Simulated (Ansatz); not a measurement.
An Ansatz input:

```yaml
crystal:
  lattice:
    - [2.6033874844, 0.0, 0.0]
    - [0.0, 2.6033874844, 0.0]
    - [0.0, 0.0, 2.6033874844]
  atoms:
    - { symbol: Pt, position: [0.0, 0.0, 0.0], spin: 1.0 }
hamiltonian:
  xc: mr2scan
  pseudopotentials:
    kind: paw
    azcp:
      Pt: "pseudopotentials/Pt.paw.azcp"
basis:
  ecutwfc: 500
  fft_grid_basis: typed
kpoints:
  mp_grid: { grid: [20, 20, 20], shift: [0, 0, 0] }
magnetization:
  spin_polarized: true
scf:
  occupations: { method: fermi_dirac, width: 0.05 }
```

Output

```
Engine: ansatz 0.2.0, aarch64-unknown-linux-gnu
Pseudopotentials: kind: paw
Pseudopotential: Pt, paw, valence charge 18, recommended cutoff 500 eV (meta_gga) 
Functional definition: m-r2SCAN
  exchange = m_r2scan_x
  correlation = m_r2scan_c
Crystal: 1 atoms, lattice volume = 17.645 Å³
Basis set: ecut = 500 eV, 461 PW (Γ), exchange–correlation on 80×80×80 points (64 copies of the dense FFT grid, shifted against one another)
Bands: 14, of which v1, the nominal top of the filled ones, is band 9 counted from 1 (8 counted from 0)
Symmetry: 48 space group operations
Space group: Pm-3m (ITA 221), of the structure as read, at distance tolerance 2.6e-5 Å
Magnetic group: BNS 221.92 (UNI 1594), of the structure as read, at distance tolerance 2.6e-5 Å
k-points: 286 of 8000
Non-local potential: Pt, projectors of the file, l = 0: 3, l = 1: 2, l = 2: 2, l = 3: 1
PAW form: soft (Blöchl's): semilocal exchange-correlation on the pseudo side does not see the compensation charge
PAW frozen core: Pt, regenerated for the run's functional (the file was generated under x = pbe(κ = 0.804, μ = 0.2195149727645171), c = pbe(β = 0.06672455060314922))
PAW one-centre angular grid: Pt, 590 points (default); XC on 160 Gauss nodes
Initial density: superposition of atomic densities (chi_scale 0.1, normalization cell)
Starting moments: Σ|m| = 1 μB on 1 of 1 site
Initial wavefunctions: pseudopotential atomic-orbital guess
Functional: x = mr2scan, c = mr2scan; τ floored in thin density (d = 2e-4 eV/Å³)
iter 1 solved again at ethr=2.26e-3 eV; its pass at ethr=3.10e-3 eV (dr2=4.08e-1 eV) is discarded
SCF iter   1: F=—  HF=-12536.329233 eV  |F-HF|=—  |Δ(HF+E_count)|=         —  Δρ=4.61e-2 (↑4.61e-2 ↓2.38e-2)  dr2=6.06e-1  dr2_τ=1.16e-2  dr2_m=5.00e-2  M=0.579 μB ∫|m|=0.580 μB  β_m=0.71  ethr=2.26e-3  ⟨swp⟩=2.0  Hψ=60180  notcnv=0
Mixer restart at iter 1: flushing history
SCF iter   2: F=—  HF=-12536.158390 eV  |F-HF|=—  |Δ(HF+E_count)|=   1.71e-1  Δρ=2.32e-2 (↑2.32e-2 ↓1.63e-2)  dr2=1.48e-1  dr2_τ=6.91e-3  dr2_m=8.39e-3  M=0.503 μB ∫|m|=0.510 μB  β_m=1.00  ethr=2.26e-3  ⟨swp⟩=2.0  Hψ=13619  notcnv=0  κ⁻¹=1.0e0(r=1)
SCF iter   3: F=—  HF=-12536.402423 eV  |F-HF|=—  |Δ(HF+E_count)|=         —  Δρ=3.01e-2 (↑3.01e-2 ↓2.21e-2)  dr2=4.53e-2  dr2_τ=1.37e-2  dr2_m=9.29e-2  M=0.041 μB ∫|m|=0.043 μB  β_m=0.33  ethr=8.21e-4  ⟨swp⟩=2.2  Hψ=12432  notcnv=0  defer=2
Mixer restart at iter 3: flushing history
SCF iter   4: F=—  HF=-12536.375034 eV  |F-HF|=—  |Δ(HF+E_count)|=   2.74e-2  Δρ=1.83e-2 (↑1.83e-2 ↓1.60e-2)  dr2=1.23e-2  dr2_τ=9.65e-4  dr2_m=3.89e-2  M=0.055 μB ∫|m|=0.056 μB  β_m=0.45  ethr=2.52e-4  ⟨swp⟩=2.3  Hψ=12192  notcnv=0  defer=3  κ⁻¹=1.0e0(r=1)
SCF iter   5: F=—  HF=-12536.367651 eV  |F-HF|=—  |Δ(HF+E_count)|=   7.38e-3  Δρ=8.73e-3 (↑8.20e-3 ↓8.73e-3)  dr2=1.93e-3  dr2_τ=4.70e-4  dr2_m=9.42e-3  M=0.005 μB ∫|m|=0.007 μB  β_m=0.30  ethr=6.86e-5  ⟨swp⟩=2.5  Hψ=14781  notcnv=0  defer=7  κ⁻¹=1.4e-1(r=2)
...
SCF iter  15: F=—  HF=-12536.361531 eV  |F-HF|=—  |Δ(HF+E_count)|=   4.11e-8  Δρ=5.12e-6 (↑5.12e-6 ↓4.87e-6)  dr2=2.29e-10  dr2_τ=6.09e-10  dr2_m=3.84e-9  M=-0.000 μB ∫|m|=0.000 μB  β_m=1.00  ethr=1.25e-11  ⟨swp⟩=2.1  Hψ=12789  notcnv=0  defer=7  κ⁻¹=1.3e-6(r=8)
SCF iter  16: F=—  HF=-12536.361531 eV  |F-HF|=—  |Δ(HF+E_count)|=   1.21e-8  Δρ=8.94e-7 (↑4.91e-7 ↓8.94e-7)  dr2=5.96e-11  dr2_τ=1.25e-11  dr2_m=6.97e-11  M=0.000 μB ∫|m|=0.000 μB  β_m=1.00  ethr=1.27e-12  ⟨swp⟩=2.5  Hψ=14268  notcnv=0  defer=7  κ⁻¹=1.0e-6(r=8)
SCF iter  17: F=—  HF=-12536.361531 eV  |F-HF|=—  |Δ(HF+E_count)|=  1.76e-10  Δρ=5.01e-7 (↑5.01e-7 ↓4.09e-7)  dr2=2.25e-12  dr2_τ=4.88e-12  dr2_m=3.30e-11  M=-0.000 μB ∫|m|=0.000 μB  β_m=1.00  ethr=1.00e-12  ⟨swp⟩=1.0  Hψ=21071  notcnv=0  κ⁻¹=5.4e-8(r=8)
SCF iter  18: F=-12536.361531 eV  HF=-12536.361531 eV  |F-HF|=1.82e-12  |Δ(HF+E_count)|=  5.28e-11  Δρ=7.13e-8 (↑7.13e-8 ↓4.14e-8)  dr2=1.97e-12  dr2_τ=3.66e-14  dr2_m=8.59e-14  M=0.000 μB ∫|m|=0.000 μB  ethr=1.00e-12  ⟨swp⟩=2.0  Hψ=12896  notcnv=0
SCF 1 converged in 18 iterations: F = -12536.361531 eV  dr2 = 1.97e-12
WARN: the starting moments were not kept: the SCF closed with an absolute magnetisation of 3.2e-7 μB, where they sum to 1 μB in size (1 site). That is at most 0.1 of that sum. Measured as dr2_m measures the in/out step, that magnetisation stands 5.3e-14 eV from none, at or under the dr2_threshold of 1.0e-7 eV: it is no larger than a step whose dr2_m would equal this threshold. The system may hold no moment; this SCF shows only that its start led to no more than that. To try another start: raise the starting moments (crystal.atoms[].spin, magnetization.per_species, magnetization.initial_magnetization, or on a non-collinear deck that types none of these the spinor_matrix: blocks that start its atoms; where the total moment is fixed, keep their sum and leave initial_magnetization as it is; typed ones take the place of any that the run laid by itself, positive ones on a crystal's lanthanoids without a Hubbard term where scf.initial_density.shell_occupations: [] is typed) or, if the notice of its spin-set hold's release reads "site moments contracting" or "site moments show no strong build", lengthen the hold (scf.mixing.spin_hold: { on: { confirm: 4 } }; for m-r²SCAN on two components see the key's manual first). Each may lead to a state that holds a moment. A second SCF, from the converged charge density, with the starting moments and any scf.initial_density.shell_occupations laid on it anew, would have followed, and was not run: the deck does not ask for one (magnetization.retry_lost_moments is false, the default). To let it run, set magnetization.retry_lost_moments: true and run the deck again, where that key's refused combinations let it; where memory then withholds it, that run's warning says so.
this state was not tested for a lower state beside it, because the mixer in use, unlike msr1, does not test its closes by its own steps (another_mixer; see scf.mixing.algorithm and scf.lower_state_search)
SCF converged after 18 iterations
Magnetization: 0.0000 μB (9.0000 up, 9.0000 down)
Absolute magnetization: 0.0000 μB (∫|ρ↑−ρ↓|, with the PAW one-centre terms)
Spin contamination: 0.0000 ħ² per cell (⟨S²⟩ above its minimum at these occupations)
Per-site moments (μB) at R_I (Å): [(2.9229899308630164e-7, 1.073897337315)]
Free energy (F): -12536.361531 eV
Harris-Foulkes:  -12536.361531 eV  (|F-HF|=1.82e-12)
Internal energy: -12536.349856 eV  (E = F + TS)
E sigma→0 (E₀):  -12536.355694 eV
Entropy (-TS):   -0.011675 eV (-11.675 meV/atom)
Fermi energy:    18.674465 eV
--- Per-component energies (eV) ---
  E_band       = -218.376057
  E_kinetic    = 638.438041
  E_local      = -1764.049539  (includes V_loc(G=0)·N_el)
  E_nonlocal   = 202.511626
  E_hartree    = 659.614192
  E_xc         = -249.879565
  E_vxc        = -337.154514  (∫ρ·V_xc dr)
  E_paw        = -9480.417670  (= ΣΔE_a)
  E_vpaw       = -298.940630  (= ΣTr[D̂ρ^β])
  E_aug_tail   = 0.000125  (compensation charges beyond the density's cutoff)
  E_vtau       = 21.590389  (kinetic-family band-sum trace: ∫τ·v_τ [+ j·A + Jᵃ·Aᵃ] dr)
  E_ewald      = -2542.335571
  E_core_change = -0.231494  (= ΣΔE_core)
  E_smearing   = -0.011675  (= −TS)
  E_closure    = 0.000000  (closes the sum)
  Σ components = -12536.361531   (vs F -12536.361531, Δ=0.00e0)
```
